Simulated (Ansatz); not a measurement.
The relaxed structure here is a generated cell of Te: the first start was made by a random draw of sites in a space group, and the end was not matched to a known phase here, so it may be hypothetical. Known forms of Te include space group No. 152.

A structure of Te relaxed with PBEsol (plane waves to 420 eV, PAW, scalar-relativistic; Ansatz, an electronic-structure program); single points at other levels follow on the same geometry (Ansatz, PAW; HSE06 at 420 eV on a 6×6×4 k-mesh; no spin-orbit coupling). Space group P4₁ (No. 76).

```cif
data_Te4
_chemical_formula_sum 'Te4'
_space_group_name_H-M_alt 'P41'
_space_group_IT_number 76
_space_group_name_Hall 'P 4w'
_cell_length_a 4.22064
_cell_length_b 4.22064
_cell_length_c 7.14771
_cell_angle_alpha 90.000
_cell_angle_beta 90.000
_cell_angle_gamma 90.000
loop_
_atom_site_label
_atom_site_type_symbol
_atom_site_symmetry_multiplicity
_atom_site_Wyckoff_symbol
_atom_site_fract_x
_atom_site_fract_y
_atom_site_fract_z
_atom_site_occupancy
Te1 Te 4 a 0.13209 0.53391 0.25337 1
```

```
level   gap (eV)      kind  conduction minimum
------  --------  --------  ------------------
PBEsol      0.26  indirect     k = (0, 0, 0.2)
HSE06       0.59         –     k = (0, 0, 0.2)
```

HSE06 gaps come from a coarse mesh plus a few chosen points, so they may be too large. No spin polarisation in the result.

It was reached from a disturbed copy of a Pmma (No. 51) cell, against which it lies -0.02 eV/atom.
